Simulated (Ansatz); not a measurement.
Start of a relaxation of Ni2Cl:

Space group P-3m1 (No. 164). a = 2.530 Å, b = 2.530 Å, c = 11.745 Å, α = 90.00°, β = 90.00°, γ = 120.00°
```json
{"atom": "Ni", "site": "2d", "symmetry": "3m.", "x": "0.6667", "y": "0.3333", "z": "0.9196"}
{"atom": "Cl", "site": "1a", "symmetry": "-3m.", "x": "0.0000", "y": "0.0000", "z": "0.0000"}
```

All numbers below come from DFT PBE, scalar-relativistic, plane waves, PAW in Ansatz. Cutoff 420 eV, Gaussian smearing, Γ-centred meshes. Cell and atoms relax first on a coarse mesh and then on a finer one. In between, the cell is made exact in the group found at 0.06 Å. In metals the finer mesh still leaves noise of several meV/atom or more. The steps can't lower the symmetry of their start. Collinear spin, starting moments Ni 2.0 (×2) μB.

A guess keeps its type if space group and coordination stay and the shape of the cell changes little (axis ratios within about 15 %, angles within 6°); the volume may change.

Question: Does this structure survive the relaxation?

Answer: It doesn't keep its type. The symmetry stays P-3m1 (No. 164). The end has the anti-cadmium iodide type. The volume per atom shrinks by 35.8 %, from 21.7 to 13.9 Å³. The shortest distance goes from 1.74 Å (Ni–Cl) to 2.38 Å (Ni–Ni). The ratio c/a of the conventional cell changes by a factor of 0.36. Counting neighbours within 15 % of an atom's shortest distance, the start has Cl 6, Ni 3 and the end Cl 6, Ni 6. In detail, at the end Ni has 3 Ni at 2.38 Å and 3 Cl at 2.50 Å; Cl has 6 Ni at 2.50 Å.

```cif
data_structure
_symmetry_space_group_name_H-M 'P-3m1'
_symmetry_Int_Tables_number 164
_cell_length_a 3.0806
_cell_length_b 3.0806
_cell_length_c 5.0831
_cell_angle_alpha 90.000
_cell_angle_beta 90.000
_cell_angle_gamma 120.000
_cell_volume 41.78
loop_
_atom_site_label
_atom_site_type_symbol
_atom_site_symmetry_multiplicity
_atom_site_Wyckoff_symbol
_atom_site_fract_x
_atom_site_fract_y
_atom_site_fract_z
_atom_site_occupancy
Ni1 Ni 2 d 0.66667 0.33333 0.65504 1
Cl1 Cl 1 a 0.00000 0.00000 0.00000 1
```

Energies over the elements count from the elements' standard structures at the same level (Cl₂ as a molecule), with no fitted energy shifts.

Question: At what energy does it end?

Answer: +0.24 eV/atom. It can't be a ground state, since the elements alone are lower.

The last run used collinear spin, an 18×18×10 mesh (in the run's order of axes) for its 3-atom cell and Gaussian smearing of 0.10 eV. No Hubbard U is applied to the 3d shell of Ni. The magnetic state reached may not be the lowest. A structure relaxed within its symmetry needn't be a true minimum.
